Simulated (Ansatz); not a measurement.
SrO in space group P6_3/mmc (No. 194; Sr on 2d, O on 2c), LDA (plane waves, PAW; program Ansatz), all energies at zero smearing, with the estimated change up to a 700 eV cutoff added, with one set of potentials and settings (totals compare only within such a set). Cell of 4 atoms (2 Sr, 2 O): -8005.302 eV.

```tsv
element	reference phase	E (eV/atom)
Sr	Fm-3m, 1 atoms in the cell	-3444.3169
O	C2/m, 4 atoms in the cell, spin-polarised	-552.6518
```

Formation energy per atom, worked out: (-8005.302 − 2×(-3444.3169) − 2×(-552.6518))/4 = -2.841 eV/atom (-274 kJ per mol of atoms), at 0 K, without zero-point energy or fitted corrections.

The first step of the workflow began from a Materials Project structure, measured or hypothetical; the Crystallography Open Database copy checked does not list it. It is not the phase usual at ambient conditions (space group No. 225). Symmetry was held in the LDA relaxation; whether a distortion lowers the energy is not shown. The references are the lowest solids computed at this level, not always the standard phases (solids in place of the gases).

Potentials: the later of the program's two PAW sets.
